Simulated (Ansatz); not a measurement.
## VCl₃O: 37Cl NMR of the central transition

Cell: a computed structure from the Materials Project (it need not be an observed phase), taken as it stands.

Space group Pnma (No. 62); a = 4.9640, b = 9.3769, c = 11.5330 Å.

```
site  Wyckoff  site symmetry       x       y       z
   V       4c            .m.  0.8576  0.7500  0.5459
 Cl5       4c            .m.  0.7416  0.7500  0.3674
 Cl9       8d              1  0.7769  0.0611  0.1315
   O       4c            .m.  0.1769  0.7500  0.5506
```

One atom of each set is listed.

Computed with Ansatz: DFT, PBE, plane waves and PAW, scalar-relativistic, 420 eV cutoff, Γ-centred 5×3×2 k-points, Fermi–Dirac smearing 0.02 eV.

37Cl has I = 3/2 and Q = -63.93 mb (Pyykkö 2018); at 35.2 T its Larmor frequency is ν₀ = 122.4 MHz. Only the quadrupole interaction is simulated: positions count from each site's isotropic chemical shift, and shift anisotropy, dipolar and J coupling are left out.

Task: Give C_Q, η, the quadrupolar product P_Q = |C_Q|(1 + η²/3)^½, the second-order isotropic shift and the breadth of the pattern (static powder) for each Cl site.

Result: 

```csv
site,first shell,C_Q (MHz),η,P_Q (MHz),δ_QIS (ppm),breadth (kHz)
Cl5,1 V at 2.14 Å,-15.4,0.92,17.5,-508,466
Cl9,1 V at 2.13 Å,15.2,1.00,17.6,-516,474
```

δ_QIS = −(ν_Q²/30ν₀²)[I(I+1) − 3/4](1 + η²/3) × 10⁶ ppm with ν_Q = 3|C_Q|/[2I(2I−1)]; it falls as 1/B₀² in ppm, and the breadth as 1/B₀ in kHz.

The largest force is 0.6 eV/Å, so the atoms aren't at the calculated equilibrium and relaxing them would move these values.
